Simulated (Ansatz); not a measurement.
GaSb (zinc blende)

```
GaSb
1.0
    0.00000     3.06677     3.06677
    3.06677     0.00000     3.06677
    3.06677     3.06677     0.00000
Sb Ga
1 1
Cartesian
  4.60015   4.60015   4.60015
  0.00000   0.00000   0.00000
```

Two coordinates are scanned: the volume, and the ratio of the stretch along z (the conventional c axis) to the stretch across it. Atoms keep their fractional coordinates.

Computed with r2SCAN (plane waves to 500 eV, PAW, scalar-relativistic; Ansatz, a quantum-chemistry and plane-wave program). k mesh 13×13×13 (Γ-centred), Fermi-Dirac smearing 0.05 eV. Compression counts positive. GaSb was relaxed with its symmetry unable to fall. Spin-orbit coupling is left out, though Sb is heavy. The PAW data are Ansatz's earlier set.

Changes of σxx (GPa) from the point V/V₀ = 1.000, (c/a)/(c/a)₀ = 1.000 when one coordinate moves alone (two changes are said to add if the coupling is within 5 % of the smaller one, nearly so within 20 %):

```json
[
 {"point": "V/V₀ = 1.000, (c/a)/(c/a)₀ = 0.880", "change": "-1.777"},
 {"point": "V/V₀ = 1.000, (c/a)/(c/a)₀ = 0.940", "change": "-0.937"},
 {"point": "V/V₀ = 0.920, (c/a)/(c/a)₀ = 1.000", "change": "5.391"},
 {"point": "V/V₀ = 0.960, (c/a)/(c/a)₀ = 1.000", "change": "2.389"},
 {"point": "V/V₀ = 1.040, (c/a)/(c/a)₀ = 1.000", "change": "-1.892"},
 {"point": "V/V₀ = 1.080, (c/a)/(c/a)₀ = 1.000", "change": "-3.392"},
 {"point": "V/V₀ = 1.000, (c/a)/(c/a)₀ = 1.060", "change": "1.039"},
 {"point": "V/V₀ = 1.000, (c/a)/(c/a)₀ = 1.120", "change": "2.177"}
]
```

Do the two effects add at V/V₀ = 1.040, (c/a)/(c/a)₀ = 0.940? Give the computed change.

The sum of the single changes is -1.892 + (-0.937) = -2.829; the calculation gives -2.796, so they add (within 5 % of the smaller single change).

What is the change at V/V₀ = 1.080, (c/a)/(c/a)₀ = 1.060, where both move, and how far is it from the sum?

The sum of the single changes is -3.392 + (1.039) = -2.353; the calculation gives -2.406, so the coupling contributes -0.053 (under 20 % of the smaller single change, nearly additive).

What is the change at V/V₀ = 1.040, (c/a)/(c/a)₀ = 0.880, where both move, and how far is it from the sum?

The sum of the single changes is -1.892 + (-1.777) = -3.669; the calculation gives -3.606, so they add (within 5 % of the smaller single change).

(A scan under strain: stresses follow from slopes of the energy per volume, elastic moduli from its curvatures.)
